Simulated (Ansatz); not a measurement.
Input file for Ansatz (a quantum-chemistry and plane-wave program):

Ansatz 0.2 input:
```yaml
crystal:
  lattice:
    - [-3.0763092327, 3.0763092327, 3.7759156904]
    - [3.0763092327, -3.0763092327, 3.7759156904]
    - [3.0763092327, 3.0763092327, -3.7759156904]
  atoms:
    - { symbol: Pb, position: [0.75, 0.75, 0.0] }
    - { symbol: Pb, position: [0.25, 0.25, 0.0] }
    - { symbol: S, position: [0.1194377677, 0.6194377677, 0.7388755353] }
    - { symbol: S, position: [0.8805622323, 0.3805622323, 0.2611244647] }
    - { symbol: S, position: [0.6194377677, 0.8805622323, 0.5] }
    - { symbol: S, position: [0.3805622323, 0.1194377677, 0.5] }
kpoints:
  mp_grid: { grid: [7, 7, 7] }
hamiltonian:
  xc: r2scan
  pseudopotentials: { kind: paw }
scf:
  occupations: { method: fixed }
checkpoint: { read: static.run }
output: { write_density: true, elf: true, volumetric_format: npy }
basis: { fft_grid_basis: typed }
```

Output (shortened):

```
Pseudopotential: Pb, paw, valence charge 14
Pseudopotential: S, paw, valence charge 6
Functional definition: r2SCAN
Crystal: 6 atoms, lattice volume = 142.936 Å³
Basis set: ecut = 500 eV, 3669 PW (Γ), exchange–correlation on 180×180×180 points (64 copies of the dense FFT grid, shifted against one another)
Bands: 32, of which v1, the nominal top of the filled ones, is band 26 counted from 1 (25 counted from 0)
Symmetry: 16 space group operations
Space group: I4/mcm (ITA 140), of the structure as read, at distance tolerance 5.2e-5 Å
k-points: 40 of 343
Stability of the state it starts from, as read at its close in the unpolarized treatment …
iter 1 solved again at ethr=1.28e-7 eV; its pass at ethr=3.10e-3 eV (dr2=6.63e-5 eV) is discarded
SCF iter   1: F=—  HF=-27467.366116 eV  |F-HF|=—  |Δ(HF+E_count)|=         —  Δρ=7.63e-7  dr2=6.61e-10  dr2_τ=4.33e-11  ethr=1.28e-7  ⟨swp⟩=3.0  Hψ=8688  notcnv=0  defer=159
preconditioner: auto → Resta (q_TF=auto, 2.305 Å⁻¹)
SCF iter   2: F=-27467.366116 eV  HF=-27467.366116 eV  |F-HF|=2.40e-10  |Δ(HF+E_count)|=   1.64e-9  Δρ=4.77e-7  dr2=3.43e-10  dr2_τ=4.00e-11  ethr=1.27e-12  ⟨swp⟩=11.1  Hψ=7481  notcnv=0
SCF 1 converged in 2 iterations: F = -27467.366116 eV  dr2 = 3.43e-10
SCF converged after 2 iterations
Free energy (F): -27467.366116 eV
Harris-Foulkes:  -27467.366116 eV  (|F-HF|=2.40e-10)
Internal energy: -27467.366116 eV  (E = F + TS)
E sigma→0 (E₀):  -27467.366116 eV
Fermi energy:    7.897303 eV
--- Per-component energies (eV) ---
  E_band       = -148.700765
  E_kinetic    = 997.112369
  E_local      = -2698.797492  (includes V_loc(G=0)·N_el)
  E_nonlocal   = 815.104862
  E_hartree    = 1031.540412
  E_xc         = -783.812950
  E_vxc        = -667.879251  (∫ρ·V_xc dr)
  E_paw        = -23298.799896  (= ΣΔE_a)
  E_vpaw       = -695.997842  (= ΣTr[D̂ρ^β])
  E_aug_tail   = 0.000041  (compensation charges beyond the density's cutoff)
  E_vtau       = 38.674927  (kinetic-family band-sum trace: ∫τ·v_τ [+ j·A + Jᵃ·Aᵃ] dr)
  E_ewald      = -3531.205400
  E_core_change = 1.491938  (= ΣΔE_core)
  E_smearing   =  0.000000  (= −TS)
  E_closure    =  0.000000  (closes the sum)
  Σ components = -27467.366116   (vs F -27467.366116, Δ=0.00e0)
  [band-id]    e_kinetic+e_local+e_nonlocal+2·e_hartree+e_vxc+e_vpaw+e_augmentation_tail+e_vtau = -148.701562   (vs E_band -148.700765, Δ=-7.97e-4)
--- Band table (eV; the first three rows and the last of 40) ---
  k-point 0: bands = ["-9.8464", "-9.8246", "-9.8246", "-9.7854", "-9.7436", "-9.7283", "-9.7283", "-9.7266", "-9.7134", "-9.6989", "-8.2668", "-7.2666", "-3.3833", "-3.3833", "-0.9657", "0.4646", "2.6600", "3.3142", "3.3142", "3.4510", "3.7040", "4.2213", …
  k-point 1: bands = ["-9.8450", "-9.8357", "-9.8169", "-9.7778", "-9.7411", "-9.7306", "-9.7296", "-9.7281", "-9.7186", "-9.7002", "-8.1899", "-7.2989", "-3.5420", "-3.4310", "-0.8445", "0.3035", "2.3851", "3.0014", "3.2861", "3.9502", "4.1549", "4.3127", …
  k-point 2: bands = ["-9.8582", "-9.8421", "-9.7989", "-9.7632", "-9.7377", "-9.7368", "-9.7337", "-9.7322", "-9.7272", "-9.7015", "-7.9971", "-7.3661", "-3.9579", "-3.5359", "-0.4223", "0.0056", "2.3391", "2.7779", "2.9928", "3.5557", "4.5538", "4.8981", …
  k-point 39: bands = ["-9.8324", "-9.8009", "-9.7950", "-9.7860", "-9.7614", "-9.7389", "-9.7389", "-9.7213", "-9.7195", "-9.7170", "-7.8217", "-7.4158", "-3.7748", "-3.7144", "-1.0718", "-1.0244", "2.0145", "2.6046", "3.8149", "3.9310", "4.8948", "4.9660", …
```

Cost: roughly 15 core-seconds on shared cores.

The workflow started from a Materials Project entry (that database holds measured and hypothetical structures alike); the Crystallography Open Database copy checked does not list it. Its standing as an ambient phase is unchecked. The r²SCAN relaxation kept the symmetry of its start; its stability against distortions is not shown here. Spin–orbit coupling is left out wherever it is not named.

Potentials: the later of the program's two PAW sets.

Ansatz is a plane-wave DFT program.
